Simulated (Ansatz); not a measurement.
## Be₂TeI, before and after

A trial structure of Be₂TeI was built thus: close-packed anion layers stacked AB, with sites between them filled layer by layer (P-6m2, No. 187) (elements of the layers in order: Te I). Its size is a rough estimate.

POSCAR.start

```
Be Te I
1.0
     3.78597    0.00000    0.00000
    -1.89298    3.27874    0.00000
     0.00000    0.00000    6.23772
Be Te I
2 1 1
Direct
  0.66667 0.33333 0.25000
  0.66667 0.33333 0.75000
  0.00000 0.00000 0.00000
  0.33333 0.66667 0.50000
```

All numbers below come from DFT PBE, scalar-relativistic, plane waves, PAW (Ansatz). Cutoff 420 eV, Gaussian smearing, Γ-centred meshes. Cell and atoms relax first on a coarse mesh and then on a finer one. In between, the cell is made exact in the group found at 0.06 Å. In metals the finer mesh still leaves noise of several meV/atom or more. The steps can't lower the symmetry of their start. No spin polarisation.

POSCAR.end

```
Be Te I
1.0
     3.84190    0.00000    0.00000
    -1.92095    3.32718    0.00000
     0.00000    0.00000    6.53703
Be Te I
2 1 1
Direct
  0.66667 0.33333 0.21118
  0.66667 0.33333 0.78882
  0.00000 0.00000 0.00000
  0.33333 0.66667 0.50000
```

The symmetry stays P-6m2 (No. 187). The volume per atom grows by 7.9 %, from 19.4 to 20.9 Å³. The shortest distance goes from 2.69 Å (Be–I and Be–Te) to 2.61 Å (Be–Te). The energy falls by about 0.10 eV/atom (the start's value is from the coarse mesh).

* Volume per atom: 20.89 Å³
* Density: 5.42 g/cm³
* Formation energy: +0.31 eV/atom
* Gap on the 12×12×8 mesh of the 4-atom cell: 0 eV (a metal)

Energies over the elements count from the elements' standard structures at the same level, with no fitted energy shifts. The separate elements lie lower, so it is unstable against them.

The last run used Gaussian smearing of 0.10 eV. These runs have no spin–orbit coupling, which can matter for I and Te. An odd number of electrons in the primitive cell allows no gap without spin; a larger cell or a magnetic state could open one. The cell is a metal run without spin; a magnetic state may lie lower. The reference forms of I and Te are held partly by dispersion forces, which this level lacks. A later test with randomly moved atoms led to a structure 275 meV/atom lower, so this end is a saddle point or a shallow minimum. In all, the 3 runs took 43 s on 1 thread of AMD EPYC 9R45 96-Core Processor (Zen 5), on a shared host.
